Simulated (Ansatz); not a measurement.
Relaxed-ion elastic tensor of AgW (L1₀ or tetragonal B2, P4/mmm) in GPa (Voigt order), DFT-r²SCAN in the program Ansatz with PAW potentials; density 14.97 g/cm³, 16.18 Å³ per atom.

```csv
,1,2,3,4,5,6
1,438,111,134,0.0,0.0,0.0
2,111,438,134,0.0,0.0,0.0
3,134,134,265,0.0,0.0,0.0
4,0.0,0.0,0.0,93.9,0.0,0.0
5,0.0,0.0,0.0,0.0,93.9,0.0
6,0.0,0.0,0.0,0.0,0.0,-12.5
```

Q: Is the crystal mechanically stable?

A: No: the smallest eigenvalue of C is -12.5 GPa.

The start of the workflow was typed in or built on a structure type; neither database checked (COD, Materials Project) lists it. Its standing as an ambient phase is unchecked. Symmetry was held in the r²SCAN relaxation. At this level the phase is mechanically unstable. No spin polarisation was allowed. Its formation energy is positive at this level, so the cell may be metastable or incomplete. As this level gives no gap, shear constants depend on the k-mesh and smearing (Fermi–Dirac, 0.1 eV here). On the denser mesh and wider smearing of the elastic run this cell carries a stress of 0.7 GPa. Scalar-relativistic: spin–orbit coupling is off unless named, which matters more the heavier the elements.

Potentials: the later of the program's two PAW sets.
